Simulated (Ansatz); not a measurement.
Consider the following.

SiB$_{2}$Mo$_{2}$:
```
CELL_PARAMETERS angstrom
      1.52267    -5.54193     0.00000
      1.52267     5.54193     0.00000
      0.00000     0.00000     3.11349
ATOMIC_POSITIONS crystal
  Si 0.00000 0.00000 0.00000
  Mo 0.36343 0.63657 0.50000
  Mo 0.63657 0.36343 0.50000
  B  0.20688 0.79312 0.00000
  B  0.79312 0.20688 0.00000
```

This is the PBEsol-relaxed structure.

### Question
All from plane-wave PAW PBEsol (Ansatz code), unless another level is named. Give the highest zone-centre frequency.

### Answer
794 cm⁻¹.

### Question
What about the bulk modulus (Birch–Murnaghan fit)?

### Answer
272 GPa.

Space group Cmmm. The start of the workflow was typed in or built on a structure type; neither database checked (COD, Materials Project) lists it. Its standing as an ambient phase is unchecked. The cell was relaxed with PBEsol under the symmetry of its start; whether a distortion lowers the energy is not shown. No spin polarisation was allowed. As this level gives no gap, phonon frequencies hold no LO–TO term and depend on the k-mesh and smearing (Fermi–Dirac, 0.1 eV here).

Potentials: the earlier of the program's two PAW sets. The files were generated under PBE; for other functionals the program regenerates the frozen cores, and for LDA and PBEsol the local potential too.
